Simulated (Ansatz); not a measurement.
ZnSe:
```
ZnSe
1.0
    0.00000     2.83300     2.83300
    2.83300     0.00000     2.83300
    2.83300     2.83300     0.00000
Zn Se
1 1
Cartesian
  0.00000   0.00000   0.00000
  1.41650   1.41650   1.41650
```

Relaxed with r²SCAN.

Q: Give the Bader charges and basin volumes of the independent atoms, DFT-r²SCAN in the program Ansatz with PAW potentials.

A: 

```
atom  Bader charge (e)  Bader volume (Å³)
----  ----------------  -----------------
Zn1              +0.84               14.6
Se2              -0.84               30.8
```

Space group F-43m (zinc blende). The cell was relaxed with r²SCAN under the symmetry of its start.

Potentials: the earlier of the program's two PAW sets. The files were generated under PBE; for other functionals the program regenerates the frozen cores, and for LDA and PBEsol the local potential too.
